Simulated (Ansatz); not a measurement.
SiC (zinc blende, space group No. 216), PBE in the plane-wave PAW code Ansatz. The conduction-band minimum lies at X, with 3 equivalent valleys. Second derivatives d²E/dk² of the lowest band at one valley (eV·Å²), along Cartesian directions:

```tsv
direction	d²E/dk²
[100]	11.24
[010]	33.36
[001]	33.36
[110]	22.30
[101]	22.30
[011]	33.32
```

Question: Find the principal effective masses, the density-of-states mass and the conductivity mass.

Answer: Off-diagonal terms follow from H_xy = H[110] − (H_xx + H_yy)/2, and m*/mₑ = 7.620 eV·Å² over each eigenvalue: 0.23, 0.23, 0.68. One valley's DOS mass (m₁m₂m₃)^(1/3) = 0.33, conductivity mass 3/(Σ 1/mᵢ) = 0.29 mₑ.

Question: What effective density of states Nc follows at 300 K for parabolic valleys?

Answer: Nc = 2.509e19 × 3 × (0.33)^(3/2) ≈ 1.4e19 cm⁻³.

Space group F-43m (zinc blende). Symmetry was held in the PBE relaxation.

Potentials: the earlier of the program's two PAW sets.

Edges and masses are those of Kohn–Sham bands, whose gap is no quasiparticle gap.
